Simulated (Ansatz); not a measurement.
Relaxed-ion elastic tensor of Ge (β-Sn type, space group No. 141) in GPa (Voigt order), LDA in the plane-wave PAW code Ansatz; density 6.74 g/cm³, 17.89 Å³ per atom.

```
 135  66.3  54.4   0.0   0.0   0.0
66.3   135  54.4   0.0   0.0   0.0
54.4  54.4   133   0.0   0.0   0.0
 0.0   0.0   0.0  48.8   0.0   0.0
 0.0   0.0   0.0   0.0  48.8   0.0
 0.0   0.0   0.0   0.0   0.0  57.6
```

### Question
Is the crystal mechanically stable?

### Answer
Yes: the smallest eigenvalue of C is 48.8 GPa.

### Question
Work out the Voigt, Reuss and Hill averages.

### Answer
K_V = 83.6, K_R = 83.4, K_H = 83.5; G_V = 46.1, G_R = 44.7, G_H = 45.4 GPa.

### Question
Give Young's modulus, Poisson's ratio, Pugh's ratio and the universal anisotropy index.

### Answer
E = 9KG/(3K + G) = 115 GPa; ν = 0.27; K/G = 1.84 (near the Pugh limit of 1.75, no verdict); A_U = 5G_V/G_R + K_V/K_R − 6 = 0.16.

### Question
Estimate the sound speeds and the Debye temperature.

### Answer
v_l = √((K + 4G/3)/ρ) = 4620 m/s, v_t = √(G/ρ) = 2600 m/s, mean 2890 m/s; Θ = (h/k)(3n/4πV)^(1/3) v_m = 329 K.

### Question
Solve the Christoffel equation for the three sound speeds along x, y, z.

### Answer
Eigenvalues of C_ijkl n_j n_l equal ρv². In km/s, slowest first: x 2.69, 2.92, 4.47; y 2.69, 2.92, 4.47; z 2.69, 2.69, 4.44.

### Question
How much does each axis shrink under pressure?

### Answer
Linear compressibilities β_i = Σ_j S_ij (j = 1 to 3): x 3.8, y 3.8, z 4.4 per TPa.

Space group I4_1/amd (β-Sn type). This is a known high-pressure phase of the composition, computed here at zero pressure and temperature. Symmetry was held in the LDA relaxation; of distortions, only those at the zone centre were tested. As this level gives no gap, shear constants depend on the k-mesh and smearing (Fermi–Dirac, 0.1 eV here).

Potentials: the earlier of the program's two PAW sets.
